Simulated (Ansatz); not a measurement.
B:
```cif
data_B4
_chemical_formula_sum 'B4'
_space_group_name_H-M_alt 'P 1'
_space_group_IT_number 1
_cell_length_a 4.01735
_cell_length_b 4.01735
_cell_length_c 4.01735
_cell_angle_alpha 109.471
_cell_angle_beta 109.471
_cell_angle_gamma 109.471
loop_
_space_group_symop_operation_xyz
  'x, y, z'
loop_
_atom_site_label
_atom_site_type_symbol
_atom_site_fract_x
_atom_site_fract_y
_atom_site_fract_z
_atom_site_occupancy
B1 B 0.00000 0.25000 0.50000 1
B2 B 0.25000 0.50000 0.00000 1
B3 B 0.50000 0.00000 0.25000 1
B4 B 0.25000 0.25000 0.25000 1
```

Relaxed with r²SCAN. DFT-r²SCAN in the program Ansatz with PAW potentials gives a gap of 1.76 eV.

Question: What gap does HSE06 give on the same cell (Ansatz, PAW)?

Answer: 2.42 eV, 0.66 eV more. The hybrid was solved on a coarser mesh and at special points; its gap is the smallest among all of these.

| k | v1 r²SCAN | c1 r²SCAN | v1 HSE06 | c1 HSE06 |
|---|---|---|---|---|
| Γ | -1.79 | 1.80 | -1.86 | 2.47 |
| H | -2.59 | 5.35 | … | … |
| P | -0.14 | 3.82 | … | … |
| N | -1.38 | 3.17 | … | … |

Question: Top valence (v1) and lowest conduction level (c1) in eV from each method's valence maximum (which need not be a listed point): supply the withheld HSE06 values.

Answer: 
- H, v1 HSE06: -2.69
- H, c1 HSE06: 6.12
- P, v1 HSE06: -0.15
- P, c1 HSE06: 4.53
- N, v1 HSE06: -1.34
- N, c1 HSE06: 3.77

Cost on shared cores: the r²SCAN run (SCF on a 8×8×8 mesh, then bands and DOS) about 17 core-seconds (a rough figure), the HSE06 run (SCF on 6×6×6, then a few points) very roughly 60 core-seconds; the tasks are unlike.

Space group I4_132. The start of the workflow was typed in or built on a structure type; neither database checked (COD, Materials Project) lists it. It is not the phase usual at ambient conditions (space group No. 166). The r²SCAN relaxation kept the symmetry of its start; whether a distortion lowers the energy is not shown.

Potentials: the earlier of the program's two PAW sets.
